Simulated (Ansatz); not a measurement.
## LiIn: computed property card

LiIn:
```
CELL_PARAMETERS angstrom
      0.00000     3.39028     3.39028
      3.39028     0.00000     3.39028
      3.39028     3.39028     0.00000
ATOMIC_POSITIONS crystal
  In 0.50000 0.50000 0.50000
  In 0.75000 0.75000 0.75000
  Li 0.00000 0.00000 0.00000
  Li 0.25000 0.25000 0.25000
```

Space group Fd-3m (No. 227); conventional cell a = b = c = 6.781 Å, α = β = γ = 90.00°.

Method: PBEsol in the plane-wave PAW code Ansatz. Structure relaxed to zero pressure with the same functional. Other levels are named where they apply.

Cell and energy:

```
Item                                                           Value
-----------------------------------------------------  -------------
Volume per atom                                             19.48 Å³
Density                                                   5.19 g/cm³
Formation energy from the elements (no fitted shifts)  -0.30 eV/atom
```

Electronic structure:

```
Item                                                                         Value
------------------------------------  --------------------------------------------
Electronic character                                             metallic (no gap)
Density of states at the Fermi level  0.15 states/eV per atom (mean over ±0.08 eV)
Gap with spin–orbit coupling                                       none (metallic)
```

Mechanics:

```
Quantity                                                                      Result
--------------------------------------------  --------------------------------------
Bulk modulus (Birch–Murnaghan fit)                                          386 kbar
Pressure derivative B′                                                           4.8
Elastic constants (relaxed ions, GPa)             C11 = 42.9, C12 = 36.1, C44 = 30.6
Mechanical stability                          stable (all eigenvalues of C positive)
Hill bulk and shear moduli                                         38.3 and 13.5 GPa
Young's modulus                                                             36.2 GPa
Poisson's ratio                                                                 0.34
Debye temperature from the elastic constants                                   200 K
```

Phonons:

```
Property                                       Result
-----------------------------  ----------------------
Highest zone-centre frequency               280 cm^-1
Zone-centre stability          no imaginary mode at Γ
```

The workflow started from an entry of the Crystallography Open Database (COD). Whether it is the stable phase at ambient conditions was not checked. The cell was relaxed with PBEsol under the symmetry of its start. As this level gives no gap, shear constants depend on the k-mesh and smearing (Fermi–Dirac, 0.1 eV here). As this level gives no gap, phonon frequencies hold no LO–TO term and depend on the k-mesh and smearing (Fermi–Dirac, 0.1 eV here). The references are the lowest solids computed at this level, not always the standard phases. Scalar-relativistic: spin–orbit coupling is off unless named, which matters more the heavier the elements.

Potentials: the later of the program's two PAW sets.
